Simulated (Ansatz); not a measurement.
Computed with Ansatz (plane waves, PAW, 500 eV cutoff): r²SCAN, scalar-relativistic, no spin polarisation, Γ-centred 14×14×14 mesh, 0.05 eV Gaussian smearing; PAW files: Ansatz's generated set soft_2.

The calculation on XSi2, where X is one element, gave:

| Quantity | Value |
| --- | --- |
| Space group | I4/mmm (No. 139) |
| Conventional cell | a = 3.202 Å, b = 3.202 Å, c = 7.817 Å, α = 90.00°, β = 90.00°, γ = 90.00° |
| Volume | 13.36 Å³/atom |
| Band gap | zero (metallic) |
| Density of states at the Fermi level | 0.07 states/(eV·atom) (so small a value isn't resolved on this mesh) |
| Bader charges | Si -0.08; X 0.16 e |
| Formation energy from the elements (0 K, uncorrected) | -0.47 eV/atom |
| Bulk modulus (Birch–Murnaghan) | 218 GPa |
| Pressure derivative B0′ | 4.5 |

Sites: Si on 4e, X on 2a.

Task: Which element is X?
A. Zr
B. Ru
C. Mo
D. Tc

Result: C. X is Mo, so the compound is MoSi2.

The chain of runs began from a cell as deposited in COD, expanded in volume.
